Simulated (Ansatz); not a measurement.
Cs (hcp (Mg type), P6_3/mmc), a = 5.547 Å, b = 5.547 Å, c = 9.215 Å, α = 90.00°, β = 90.00°, γ = 120.00°.

Relaxed with r²SCAN+D4.

### Question
Which orbitals make up the states near the Fermi level in DFT-r²SCAN+D4 in the program Ansatz with PAW potentials?

### Answer
Within 0.5 eV of the Fermi level: Cs 6s 80 %, outside the projected shells 20 %. Projections are on Löwdin-orthogonalised atomic valence shells; empty p or d shells of many metals are not among them.

### Question
Tabulate the density of states.

### Answer
States/eV per cell of 2 atoms, in 0.25 eV bins, energy from the Fermi level.

| E (eV) | total | Cs 6s | Cs 5p |
|---|---|---|---|
| -7.85 | 0.00 | 0.00 | 0.00 |
| -7.60 | 0.00 | 0.00 | 0.00 |
| -7.35 | 0.00 | 0.00 | 0.00 |
| -7.10 | 0.00 | 0.00 | 0.00 |
| -6.85 | 0.00 | 0.00 | 0.00 |
| -6.60 | 0.00 | 0.00 | 0.00 |
| -6.35 | 0.00 | 0.00 | 0.00 |
| -6.10 | 0.00 | 0.00 | 0.00 |
| -5.85 | 0.00 | 0.00 | 0.00 |
| -5.60 | 0.00 | 0.00 | 0.00 |
| -5.35 | 0.00 | 0.00 | 0.00 |
| -5.10 | 0.00 | 0.00 | 0.00 |
| -4.85 | 0.00 | 0.00 | 0.00 |
| -4.60 | 0.00 | 0.00 | 0.00 |
| -4.35 | 0.00 | 0.00 | 0.00 |
| -4.10 | 0.00 | 0.00 | 0.00 |
| -3.85 | 0.00 | 0.00 | 0.00 |
| -3.60 | 0.00 | 0.00 | 0.00 |
| -3.35 | 0.00 | 0.00 | 0.00 |
| -3.10 | 0.00 | 0.00 | 0.00 |
| -2.85 | 0.00 | 0.00 | 0.00 |
| -2.60 | 0.00 | 0.00 | 0.00 |
| -2.35 | 0.00 | 0.00 | 0.00 |
| -2.10 | 0.00 | 0.00 | 0.00 |
| -1.85 | 0.00 | 0.00 | 0.00 |
| -1.60 | 0.31 | 0.30 | 0.00 |
| -1.35 | 0.65 | 0.64 | 0.01 |
| -1.10 | 0.87 | 0.85 | 0.01 |
| -0.85 | 1.11 | 1.08 | 0.02 |
| -0.60 | 1.39 | 1.32 | 0.02 |
| -0.35 | 1.70 | 1.57 | 0.02 |
| -0.10 | 2.21 | 1.96 | 0.02 |
| 0.15 | 2.67 | 2.16 | 0.02 |
| 0.40 | 3.07 | 1.94 | 0.01 |
| 0.65 | 2.44 | 0.71 | 0.00 |
| 0.90 | 5.77 | 0.48 | 0.00 |
| 1.15 | 5.54 | 0.21 | 0.00 |
| 1.40 | 2.95 | 0.17 | 0.00 |
| 1.65 | 4.28 | 0.17 | 0.00 |
| 1.90 | 6.55 | 0.26 | 0.00 |
| 2.15 | 4.82 | 0.18 | 0.00 |
| 2.40 | 3.17 | 0.09 | 0.00 |
| 2.65 | 4.33 | 0.07 | 0.00 |

The first step of the workflow began from a Materials Project structure, measured or hypothetical; the Crystallography Open Database copy checked does not list it. It is not the phase usual at ambient conditions (space group No. 229). Symmetry was held in the r²SCAN+D4 relaxation; whether a distortion lowers the energy is not shown. The pairwise dispersion correction was not fitted to metals. Axis ratios of metals converge slowly with the k-mesh, so a and c are less sure than the volume. Scalar-relativistic: spin–orbit coupling is off unless named, which matters more the heavier the elements.

Potentials: the later of the program's two PAW sets.
